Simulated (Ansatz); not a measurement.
An Ansatz input:

```yaml
crystal:
  lattice:
    - [2.4359434954, 0.0, 0.0]
    - [-1.2179717477, 2.1095889492, 0.0]
    - [0.0, 0.0, 8.7139325437]
  atoms:
    - { symbol: Cr, position: [0.0, 0.0, 1.0], spin: 1.5 }
    - { symbol: Cr, position: [0.0, 0.0, 0.5], spin: 1.5 }
    - { symbol: Cr, position: [0.3333333333, 0.6666666667, 0.25], spin: -1.5 }
    - { symbol: Cr, position: [0.6666666667, 0.3333333333, 0.75], spin: -1.5 }
hamiltonian:
  xc: mr2scan
  pseudopotentials:
    kind: paw
    azcp:
      Cr: "pseudopotentials/Cr.paw.azcp"
basis:
  ecutwfc: 500
  fft_grid_basis: typed
kpoints:
  mp_grid: { grid: [19, 19, 5], shift: [0, 0, 0] }
magnetization:
  spin_polarized: true
scf:
  occupations: { method: fermi_dirac, width: 0.05 }
output:
  stress: true
  write_density: true
  write_potential: true
  elf: true
  volumetric_format: npy
```

Output

```
Engine: ansatz 0.2.0, aarch64-unknown-linux-gnu
Pseudopotentials: kind: paw
Pseudopotential: Cr, paw, valence charge 14, recommended cutoff 500 eV (meta_gga) 
Functional definition: m-r2SCAN
  exchange = m_r2scan_x
  correlation = m_r2scan_c
Crystal: 4 atoms, lattice volume = 44.780 Å³
Basis set: ecut = 500 eV, 1153 PW (Γ), exchange–correlation on 72×72×256 points (64 copies of the dense FFT grid, shifted against one another)
Bands: 38, of which v1, the nominal top of the filled ones, is band 28 counted from 1 (27 counted from 0)
Symmetry: 24 space group operations
Space group: P63/mmc (ITA 194), of the structure as read, at distance tolerance 3.6e-5 Å
Magnetic group: BNS 194.263 (UNI 1493), of the structure as read, at distance tolerance 3.6e-5 Å
k-points: 120 of 1805
Non-local potential: Cr, projectors of the file, l = 0: 3, l = 1: 2, l = 2: 3, l = 3: 1
PAW form: soft (Blöchl's): semilocal exchange-correlation on the pseudo side does not see the compensation charge
PAW frozen core: Cr, regenerated for the run's functional (the file was generated under x = pbe(κ = 0.804, μ = 0.2195149727645171), c = pbe(β = 0.06672455060314922))
PAW one-centre angular grid: Cr, 590 points (default); XC on 160 Gauss nodes
Initial density: superposition of atomic densities (chi_scale 0.1, normalization cell)
Starting moments: Σ|m| = 6 μB on 4 of 4 sites
Starting magnetic order: compensated ferrimagnet; no operation exchanges its spin sublattices
Initial wavefunctions: pseudopotential atomic-orbital guess
Functional: x = mr2scan, c = mr2scan; τ floored in thin density (d = 2e-4 eV/Å³)
SCF iter   1: F=—  HF=-13535.118884 eV  |F-HF|=—  |Δ(HF+E_count)|=         —  Δρ=1.23e-1 (↑1.22e-1 ↓1.23e-1)  dr2=1.81e1  dr2_τ=9.07e-2  dr2_m=9.99e-1  M=0.032 μB ∫|m|=3.524 μB  β_m=0.30  ethr=3.10e-3  ⟨swp⟩=3.4  Hψ=27513  notcnv=0  defer=12
Mixer restart at iter 1: flushing history
SCF iter   2: F=—  HF=-13528.541202 eV  |F-HF|=—  |Δ(HF+E_count)|=    6.58e0  Δρ=6.95e-2 (↑6.79e-2 ↓6.95e-2)  dr2=5.55e0  dr2_τ=7.01e-2  dr2_m=4.31e-1  M=0.046 μB ∫|m|=3.519 μB  β_m=0.30  ethr=3.10e-3  ⟨swp⟩=2.2  Hψ=18704  notcnv=0  defer=464  κ⁻¹=1.0e0(r=1)
SCF iter   3: F=—  HF=-13527.271036 eV  |F-HF|=—  |Δ(HF+E_count)|=    1.27e0  Δρ=2.64e-2 (↑2.64e-2 ↓2.64e-2)  dr2=2.77e-1  dr2_τ=1.24e-2  dr2_m=1.58e-1  M=0.059 μB ∫|m|=3.060 μB  β_m=0.43  ethr=3.10e-3  ⟨swp⟩=2.4  Hψ=18209  notcnv=0  defer=436  κ⁻¹=1.8e-2(r=2)
SCF iter   4: F=—  HF=-13528.022459 eV  |F-HF|=—  |Δ(HF+E_count)|=         —  Δρ=5.73e-2 (↑5.72e-2 ↓5.73e-2)  dr2=7.87e-2  dr2_τ=4.14e-2  dr2_m=1.29e0  M=-0.001 μB ∫|m|=0.950 μB  β_m=0.30  ethr=4.95e-4  ⟨swp⟩=2.7  Hψ=15974  notcnv=0  defer=402
Mixer restart at iter 4: flushing history
SCF iter   5: F=—  HF=-13527.938480 eV  |F-HF|=—  |Δ(HF+E_count)|=   8.40e-2  Δρ=4.23e-2 (↑4.23e-2 ↓4.20e-2)  dr2=3.65e-2  dr2_τ=1.42e-2  dr2_m=7.05e-1  M=-0.001 μB ∫|m|=0.857 μB  β_m=0.30  ethr=1.41e-4  ⟨swp⟩=2.5  Hψ=13680  notcnv=0  defer=401  κ⁻¹=1.0e0(r=1)
...
SCF converged after 17 iterations
Magnetization: -0.0000 μB (28.0000 up, 28.0000 down)
Absolute magnetization: 0.0000 μB (∫|ρ↑−ρ↓|, with the PAW one-centre terms)
Spin contamination: 0.0000 ħ² per cell (⟨S²⟩ above its minimum at these occupations)
Per-site moments (μB) at R_I (Å): [(4.4064593077416924e-7, 1.004826691852533), (4.4064593085204873e-7, 1.004826691852533), (-1.2563908158684497e-6, 1.004826691852533), (-1.256390816158877e-6, 1.004826691852533)]
Free energy (F): -13527.941354 eV
Harris-Foulkes:  -13527.941354 eV  (|F-HF|=1.46e-11)
Internal energy: -13527.900900 eV  (E = F + TS)
E sigma→0 (E₀):  -13527.921127 eV
Entropy (-TS):   -0.040454 eV (-10.114 meV/atom)
Fermi energy:    19.940792 eV
--- Per-component energies (eV) ---
  E_band       = -602.212787
  E_kinetic    = 1381.246444
  E_local      = -4610.703316  (includes V_loc(G=0)·N_el)
  E_nonlocal   = 318.671664
  E_hartree    = 2027.406387
  E_xc         = -553.278191
  E_vxc        = -805.466352  (∫ρ·V_xc dr)
  E_paw        = -4811.569010  (= ΣΔE_a)
  E_vpaw       = -991.727697  (= ΣTr[D̂ρ^β])
  E_aug_tail   = 0.000915  (compensation charges beyond the density's cutoff)
  E_vtau       = 50.952737  (kinetic-family band-sum trace: ∫τ·v_τ [+ j·A + Jᵃ·Aᵃ] dr)
  E_ewald      = -7278.586484
  E_core_change = -1.089309  (= ΣΔE_core)
  E_smearing   = -0.040454  (= −TS)
  E_closure    = 0.000000  (closes the sum)
  Σ components = -13527.941354   (vs F -13527.941354, Δ=0.00e0)
--- Stress (GPa, compression-positive) ---
       11.792829       0.000000       0.000000
        0.000000      11.792829      -0.000000
        0.000000      -0.000000      10.739315
  P = ⅓ Tr σ = 11.4417 GPa (114.417 kbar)
--- Band table (eV; the first three rows and the last of 240) ---
  k-point 0 ↑: bands = ["-54.5658", "-54.4954", "-54.4781", "-54.4066", "-25.0575", "-24.6421", "-24.6292", "-24.1992", "-24.0225", "-24.0225", "-23.9905", "-23.9905", "-23.9742", "-23.9742", "-23.9420", "-23.9420", "11.5649", "13.6855", "13.6964", "15.2892", "17.9389", "17.9488", "18.4200", "19.4285", "19.4285", "19.4573", "19.5161", "19.5161", "19.6780", "19.6780", "19.7839", "19.7839", "21.3868", "21.3868", "21.8429", "21.8429", "22.0657", "22.0657"]
  k-point 1 ↑: bands = ["-54.5620", "-54.5126", "-54.4607", "-54.4105", "-25.0372", "-24.7677", "-24.5023", "-24.2209", "-24.0206", "-24.0206", "-23.9970", "-23.9970", "-23.9677", "-23.9677", "-23.9439", "-23.9439", "11.6639", "13.0176", "14.3391", "15.2565", "18.0088", "18.0199", "18.3850", "19.2542", "19.4423", "19.4423", "19.5203", "19.5203", "19.6719", "19.6719", "19.7649", "19.7649", "21.4194", "21.4194", "21.7603", "21.7603", "22.1571", "22.1571"]
  k-point 2 ↑: bands = ["-54.5510", "-54.5339", "-54.4392", "-54.4218", "-24.9780", "-24.8853", "-24.3809", "-24.2837", "-24.0152", "-24.0152", "-24.0069", "-24.0069", "-23.9577", "-23.9577", "-23.9493", "-23.9493", "11.9548", "12.4181", "14.8397", "15.1303", "18.1524", "18.2879", "18.2966", "18.7775", "19.4775", "19.4775", "19.5126", "19.5126", "19.6785", "19.6785", "19.7195", "19.7195", "21.5074", "21.5074", "21.6288", "21.6288", "22.3085", "22.3085"]
  k-point 119 ↓: bands = ["-54.2586", "-54.2582", "-54.2396", "-54.2392", "-24.8551", "-24.8469", "-24.8162", "-24.7871", "-24.7115", "-24.6938", "-24.6537", "-24.6315", "-24.3987", "-24.3790", "-24.3575", "-24.3428", "16.8473", "16.8603", "17.2870", "17.3588", "17.4599", "17.5128", "17.5456", "17.5825", "18.5713", "18.6420", "18.7136", "18.7193", "20.1708", "20.2312", "20.9292", "20.9966", "21.9604", "22.1354", "22.3198", "22.3378", "27.7506", "27.9220"]
```
